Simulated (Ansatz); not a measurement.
**WTe (antiPbO structure)**

The computed numbers are results of PBEsol, scalar-relativistic (collinear spin) in the plane-wave PAW code Ansatz at 420 eV, Γ-centred 8×8×6 mesh, 0.05 eV Gaussian smearing; PAW files: Ansatz's generated set soft_2.

```
CELL_PARAMETERS angstrom
3.86196 0.00000 0.00000
0.00000 3.86196 0.00000
0.00000 0.00000 6.68883
ATOMIC_POSITIONS crystal
W 0.00000 0.00000 0.00000
W 0.50000 0.50000 0.00000
Te 0.50000 0.00000 0.29113
Te 0.00000 0.50000 0.70887
```

The start was a prototype's sites filled with these elements, not a measured cell.

Magnetic state: non-magnetic, site spin moments none.

Problem. Which orbitals carry the states at the Fermi level, and how many states are there?

Solution. Within 0.1 eV of it: W 5d 89 % (shares among the projected shells). The density of states at the Fermi level is about 2.4 states/eV per cell, averaged over 0.3 eV.

Density of states (tetrahedra, averaged over 0.4 eV; states/eV per cell of 4 atoms; energy in eV from the Fermi level; projections on Löwdin-orthogonalised atomic orbitals, summed over sites):

```tsv
E	total	Te 5p	W 5d up	W 5d down	W 6s	Te 5s
-6.45	3.9	2.0	0.5	0.5	0.8	0.2
-6.05	4.1	2.3	0.5	0.5	0.5	0.1
-5.65	1.3	0.6	0.3	0.3	0.1	0.1
-5.25	2.1	1.1	0.4	0.4	0.2	0.1
-4.85	4.6	2.3	0.9	0.9	0.2	0.2
-4.45	4.0	2.0	0.8	0.8	0.1	0.2
-4.05	3.9	2.0	0.9	0.9	0.1	0.0
-3.65	3.1	1.9	0.5	0.5	0.0	0.0
-3.25	2.9	1.2	0.8	0.8	0.0	0.0
-2.85	4.1	1.3	1.3	1.3	0.0	0.0
-2.45	4.8	1.4	1.5	1.5	0.0	0.1
-2.05	6.0	1.1	2.2	2.2	0.1	0.1
-1.65	1.3	0.2	0.5	0.5	0.0	0.0
-1.25	0.6	0.1	0.3	0.3	0.0	0.0
-0.85	0.5	0.0	0.2	0.2	0.0	0.0
-0.45	0.8	0.0	0.3	0.3	0.0	0.0
-0.05	2.2	0.2	0.9	0.9	0.1	0.0
0.35	4.8	0.7	1.9	1.9	0.1	0.0
0.75	4.7	1.0	1.6	1.6	0.3	0.1
1.15	4.6	0.8	1.6	1.6	0.3	0.1
1.55	5.2	1.2	1.7	1.7	0.2	0.1
1.95	3.9	1.4	1.0	1.0	0.1	0.0
2.35	2.6	0.9	0.7	0.7	0.1	0.0
2.75	1.9	0.5	0.5	0.5	0.2	0.0
3.15	2.0	0.5	0.5	0.5	0.3	0.1
3.55	1.6	0.4	0.2	0.2	0.4	0.1
3.95	2.2	0.4	0.2	0.2	0.5	0.1
```

Scalar-relativistic only: spin–orbit splittings of the heavy atoms' levels are missing. The starting moments died out; a magnetic state reached from other starts isn't excluded. The structure is layered, and this functional has no dispersion term, so the layers' spacing is poorly fixed, often too long, and so is what hangs on it.
